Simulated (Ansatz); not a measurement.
An Ansatz (a quantum-chemistry and plane-wave program) input:

Ansatz 0.2 input:
```yaml
crystal:
  lattice:
    - [3.6629995881, 0.0, 0.0]
    - [-1.831499794, 3.1722506973, 0.0]
    - [0.0, 0.0, 12.4791390889]
  atoms:
    - { symbol: Zr, position: [0.3333333333, 0.6666666667, 0.3842865848] }
    - { symbol: Zr, position: [0.6666666667, 0.3333333333, 0.6157134152] }
    - { symbol: Zr, position: [0.6666666667, 0.3333333333, 0.8842865848] }
    - { symbol: Zr, position: [0.3333333333, 0.6666666667, 0.1157134152] }
    - { symbol: P, position: [0.6666666667, 0.3333333333, 0.25] }
    - { symbol: P, position: [0.3333333333, 0.6666666667, 0.75] }
    - { symbol: P, position: [0.0, 0.0, 0.5] }
    - { symbol: P, position: [0.0, 0.0, 0.0] }
kpoints:
  mp_grid: { grid: [10, 10, 3] }
  band_path:
    path:
      - [[0.0, 0.0, 0.0], [0.5, 0.0, 0.0], [0.3333333333, 0.3333333333, 0.0], [0.0, 0.0, 0.0], [0.0, 0.0, 0.5], [0.5, 0.0, 0.5], [0.3333333333, 0.3333333333, 0.5], [0.0, 0.0, 0.5]]  # Γ-M-K-Γ-A-L-H-A
      - [[0.5, 0.0, 0.5], [0.5, 0.0, 0.0]]  # L-M
      - [[0.3333333333, 0.3333333333, 0.5], [0.3333333333, 0.3333333333, 0.0]]  # H-K
    npoints: 8
basis: { xc_grid: 2 }
hamiltonian:
  xc: pbesol
  pseudopotentials: { kind: paw }
magnetization: { noncollinear: true, spin_orbit: true }
scf:
  n_extra_bands: 16
  convergence: { dr2_threshold: 0.0000000001 }
  occupations: { method: gaussian, width: 0.05 }
output: { eigenvalues: true }
```

**Question.** How many symmetry operations and irreducible k-points will the run report?

**Answer.** 24 operations, 28 of 300 k-points.

**Question.** With a cutoff of 420 eV, how many plane waves at Γ?

**Answer.** 2825.

It took about 3 core-minutes (a rough figure) on shared server cores.

Space group P6_3/mmc. The workflow started from a Materials Project entry (that database holds measured and hypothetical structures alike); the Crystallography Open Database copy checked does not list it. COD files the formula under space group No. 225. Whether it is the stable phase at ambient conditions was not checked. The cell was relaxed with PBEsol under the symmetry of its start; its stability against distortions is not shown here. The run is not spin-polarised.

Potentials: the later of the program's two PAW sets.

Ansatz is a plane-wave DFT program.
